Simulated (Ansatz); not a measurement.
In DFT-r²SCAN in the program Ansatz with PAW potentials, HfSiO$_{4}$ in the tetragonal phase (I4_1/amd; O on 16h, Si on 4b, Hf on 4a) relaxes to a = 6.582 Å, c = 5.971 Å. Si has 4 nearest neighbours from 1.62 Å (tetrahedral). Its formation energy from the elements is -3424 meV/atom, with no fitted shifts.

The Kohn–Sham gap is 6.00 eV (indirect). The screened hybrid HSE06 puts the gap at 7.24 eV. Gap from r²SCAN with spin–orbit coupling: 5.99 eV. Electrons at the band edge weigh 1.3, 7.9, 25 mₑ (principal values). The hole mass is 1.6 along x (mₑ).

An equation-of-state fit gives a bulk modulus of 232 GPa. Bader charges are O -1.53, Si +3.32, Hf +2.81 e.

The r²SCAN relaxation kept the symmetry of its start. The run is not spin-polarised. The references are the lowest solids computed at this level, not always the standard phases (solids in place of the gases). Spin–orbit coupling is left out wherever it is not named.

Potentials: the later of the program's two PAW sets.
